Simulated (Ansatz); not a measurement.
# BaBe₅H₁₀: stable or not

The cell was found from a structure generator's guess, not taken from experiment.

These are results of DFT PBE, scalar-relativistic, plane waves, PAW in Ansatz, not measurements. The final run on the 16-atom cell used 420 eV, a Γ-centred 6×6×4 mesh, 0.02 eV smearing and no spin polarisation.

```xyz
16
Lattice="4.2754 0.0000 0.0000 -0.0629 4.7783 0.0000 -0.9179 -0.8159 8.1614" Properties=species:S:1:pos:R:3 pbc="T T T"
Ba    3.9491    2.2579    2.2834
Be    1.7388    3.9961    5.8339
Be    1.0092    2.9078    7.6107
Be    1.0758    0.3871    7.5319
Be    2.1669   -0.1901    3.3199
Be    3.1167    4.0103    7.5276
H     1.0331    2.7641    6.1792
H     1.1398    0.4931    6.1043
H     1.5882    3.7775    4.4128
H     3.1609    3.9707    6.0937
H     2.4601    2.4527    0.0135
H     1.7346    3.7510    2.2171
H    -0.4259    2.8550    8.0269
H     1.7501    1.1611    3.2228
H    -0.3620    0.4167    7.9528
H     3.5983   -0.1651    3.2833
```

Energies over the elements count from the elements' standard structures at the same level (H₂ as a molecule), with no fitted energy shifts.

Problem. These tests were run: energy against the elements; phonons on a 2×2×1 q mesh; elastic tensor. What do they show?

Solution.

| test | result |
| --- | --- |
| energy against the elements | −0.114 eV/atom |
| phonons on a 2×2×1 q mesh | no imaginary mode on the mesh, but the interpolation dips to 10i cm⁻¹ between its points |
| elastic tensor | least eigenvalue 7 GPa |

It fails none of these tests. Whether a mixture of other phases lies lower isn't tested here.

With hydrogen, zero-point motion can shift formation energies by some tens of meV/atom. The run for the phonons used a 6×6×4 k mesh. The run for the elastic tensor used a 6×6×4 k mesh.
